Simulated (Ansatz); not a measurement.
Sb2W:
```xyz
6
Lattice="1.7213 -6.4246 0.0000 1.7213 6.4246 0.0000 0.0000 0.0000 5.9296" Properties=species:S:1:pos:R:3 pbc="T T T"
W      1.7213    -5.1570     2.9591
W      1.7213     5.1570     5.9239
Sb     1.7213    -0.7799     2.1378
Sb     1.7213     0.7799     5.1026
Sb     1.7213     2.6689     1.2774
Sb     1.7213    -2.6689     4.2422
```

Relaxed with r²SCAN.

Problem. Give the Bader charges and basin volumes of the independent atoms, plane-wave PAW r²SCAN (Ansatz code).

Solution. 

```
atom  Bader charge (e)  Bader volume (Å³)
----  ----------------  -----------------
W1               +0.33               18.5
Sb3              -0.20               22.8
Sb5              -0.13               24.2
```

Space group Cmc2_1. The start of the workflow was typed in or built on a structure type; neither database checked (COD, Materials Project) lists it. Its standing as an ambient phase is unchecked. Symmetry was held in the r²SCAN relaxation; its stability against distortions is not shown here. No spin polarisation was allowed. The volume moved by -19 % from the start of the relaxation. Its formation energy is positive at this level, so the cell may be metastable or incomplete. Scalar-relativistic: spin–orbit coupling is off unless named, which matters more the heavier the elements.

Potentials: the later of the program's two PAW sets.
